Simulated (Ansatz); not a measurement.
## Equation of state of Nb$_{5}$As$_{4}$Pd$_{4}$

A database entry relaxed whole under r2SCAN (I4/m):

```
CELL_PARAMETERS angstrom
-5.27299 5.27299 1.89163
5.27299 -5.27299 1.89163
5.27299 5.27299 -1.89163
ATOMIC_POSITIONS crystal
Nb 0.38179 0.31151 0.69330
Nb 0.31151 0.61821 0.92973
Nb 0.61821 0.68849 0.30670
Nb 0.68849 0.38179 0.07027
Nb 0.00000 0.00000 0.00000
As 0.24424 0.06616 0.31039
As 0.06616 0.75576 0.82192
As 0.75576 0.93384 0.68961
As 0.93384 0.24424 0.17808
Pd 0.11116 0.40410 0.51526
Pd 0.40410 0.88884 0.29295
Pd 0.88884 0.59590 0.48474
Pd 0.59590 0.11116 0.70705
```

The cell was scaled uniformly, its shape held, and the atoms relaxed at each volume with plane-wave PAW DFT (Ansatz 0.2.0; r2SCAN, 500 eV, 6×6×6 Γ-centred mesh, fermi-dirac occupations of width 0.100 eV; no spin, no spin-orbit coupling). One row is withheld.

```tsv
volume (Å³/atom)	energy over the lowest (meV/atom)	pressure (GPa)
15.212	37.4	13.18
15.536	15.9	8.25
15.860	?	?
16.183	0.0	0.03
16.507	3.4	-3.35
16.831	13.3	-6.29
17.154	28.6	-8.83
```

**Question.** Fit the pressures of the other rows to the third-order Birch-Murnaghan form.

**Answer.** With f = [(V₀/V)^(2/3) − 1]/2 and P = 3B₀f(1 + 2f)^(5/2)[1 + 3(B₀′ − 4)f/2], least squares gives V₀ = 16.19 Å³ an atom, B₀ = 179 GPa and B₀′ = 5.6; the rows miss the fit by 0.03 GPa. The slope of the energies differs from these pressures by less than 0.05 GPa.

**Question.** What does the withheld row hold?

**Answer.** The fit gives 3.85 GPa at 15.860 Å³; the run gave 3.88 GPa and 3.8 meV an atom.

Caveats: the shape of the cell was held, so B₀ is an upper bound where the axes differ in stiffness; 0 K, fixed nuclei; the symmetry was kept, and this need not be the phase that is stable at 0 K; one mesh for all volumes; pressure is positive in compression.
